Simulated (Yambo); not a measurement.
Na$_{2}$CO$_{3}$ (space group C2/m, No. 12); a = b = 5.295 Å, c = 6.285 Å, α = β = 94.93°, γ = 59.88°. With the G0W0 scissor the direct gap on the mesh is 6.14 eV. Axes are Cartesian, with cell vectors (Å) (4.59, -2.64, 0.00), (4.59, 2.64, 0.00), (-0.62, 0.00, 6.25).

Task: Does this run resolve the lowest exciton, and if so, what are its energy and binding? (Yambo, PBEsol bands; 4×4×4 mesh, 15 valence and 8 conduction bands, static screening with 96 bands and a 3 Ry block, scissor 2.85 eV, Tamm-Dancoff.)

Result: The two meshes tried agree. These are vertical excitations (zero momentum). The lowest state lies at 3.98 eV (dark for light along x), the direct quasiparticle gap on this mesh at 6.14 eV. Its binding energy, counted from that gap, is 2.17 eV; it spreads over about 62 k points of the mesh. On a 2×2×2 mesh the same difference is 2.18 eV. The first optically allowed state is at 5.98 eV. The scissor comes from a G0W0 run whose convergence isn't established. 

Geometry of the Materials Project entry, not relaxed at this level.
